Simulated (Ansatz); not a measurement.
Zr$_{2}$N under pressure

Theory: DFT LDA, scalar-relativistic, plane waves, PAW (Ansatz 0.2.0). Cutoff 420 eV, 8×8×12 k-points (Γ-centred), Fermi-Dirac smearing of 0.15 eV. No spin polarisation. Phonons by linear response, acoustic sum rule imposed.

Equilibrium structure at this level:
```cif
data_structure
_symmetry_space_group_name_H-M 'P4_2/mnm'
_symmetry_Int_Tables_number 136
_cell_length_a 5.3319
_cell_length_b 5.3319
_cell_length_c 3.2515
_cell_angle_alpha 90.000
_cell_angle_beta 90.000
_cell_angle_gamma 90.000
_cell_volume 92.44
loop_
_atom_site_label
_atom_site_type_symbol
_atom_site_symmetry_multiplicity
_atom_site_Wyckoff_symbol
_atom_site_fract_x
_atom_site_fract_y
_atom_site_fract_z
_atom_site_occupancy
Zr1 Zr 4 f 0.29576 0.29576 0.00000 1
N1 N 2 a 0.00000 0.00000 0.00000 1
```

In a metal, frequencies and elastic constants depend on the k mesh and the smearing, soft modes and shear constants most.

Optical modes at Γ (cm⁻¹) at zero pressure: 47, 178, 200, 207, 211, 215, 215, 288, 473, 533, 545, 557.

Task: Under hydrostatic pressure the same modes lie at 36, 191, 215, 215, 227, 227, 231, 312, 510, 572, 597, 598 cm⁻¹. What is the pressure, and how much has the cell shrunk?

Result: 10 GPa; the volume is 4.5 % smaller.